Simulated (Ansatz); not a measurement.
A geometry of ZnCu₂SnS₄ away from equilibrium: step 3 of the relaxation of a relaxed ZnCu2SnS4 cell shaken by Gaussian noise of σ = 0.08 Å a coordinate. Calculation: PBE (plane waves to 420 eV, PAW, scalar-relativistic; Ansatz, a quantum-chemistry and plane-wave program). Γ-centred k-mesh 5×5×6 on the run's cell (coarser than for final values), Fermi–Dirac smearing 0.05 eV.

```
CELL_PARAMETERS angstrom
     -2.72187     2.74068     4.91573
      2.73270    -2.74113     4.92192
      2.68375     2.70301    -4.91598
ATOMIC_POSITIONS crystal
  Cu 0.00984 0.52796 0.50245
  Cu 0.47864 0.97599 0.48945
  S  0.51571 0.52680 0.01791
  S  0.74639 0.75130 0.00938
  S  0.24523 0.25172 0.00845
  S  0.25161 0.75345 0.51111
  Sn 0.76532 0.26811 0.51937
  Zn 0.00133 0.00403 0.00237
```

**Question.** What forces act on the atoms (eV/Å)?

**Answer.** 
```
atom     Fx     Fy     Fz
----  -----  -----  -----
Cu1   -0.04  -0.08   0.00
Cu2   -0.11   0.06   0.08
S3     0.04   0.05  -0.24
S4     0.04  -0.01   0.13
S5    -0.02   0.05   0.00
S6     0.06   0.00   0.39
Sn7   -0.03  -0.06  -0.31
Zn8    0.07  -0.01  -0.06
```

**Question.** What is the pressure?

**Answer.** +0.5 GPa, compression positive.

The relaxed cell holds bonded S–S pairs (2.13 Å). No spin polarisation in the result.

The end of the path is a generated cell of ZnCu2SnS4: the first start was made by a random draw of sites in a space group, and the end was not matched to a known phase here, so it may be hypothetical. Known forms of ZnCu2SnS4 include space group No. 82.
